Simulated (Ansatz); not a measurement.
Consider the following.

AlN:
```xyz
2
Lattice="0.0000 2.0051 2.0051 2.0051 0.0000 2.0051 2.0051 2.0051 0.0000" Properties=species:S:1:pos:R:3 pbc="T T T"
Al     2.0051     2.0051     2.0051
N      0.0000     0.0000     0.0000
```

This is the LDA-relaxed structure.

### Question
All from DFT-LDA in the program Ansatz with PAW potentials, unless another level is named. Predict the static dielectric constant ε0 (ions relaxed, cell fixed).

### Answer
17.7.

### Question
And the Born charges (a third of the trace)?

### Answer
Al +2.95, N -2.95 e.

### Question
And the electronic dielectric constant ε∞ (DFPT)?

### Answer
5.04.

Space group Fm-3m (rock salt). This is a known high-pressure phase of the composition, computed here at zero pressure and temperature. Symmetry was held in the LDA relaxation; whether a distortion lowers the energy is not shown. The volume moved by -39 % from the start of the relaxation.

Potentials: the earlier of the program's two PAW sets. The files were generated under PBE; for other functionals the program regenerates the frozen cores, and for LDA and PBEsol the local potential too.
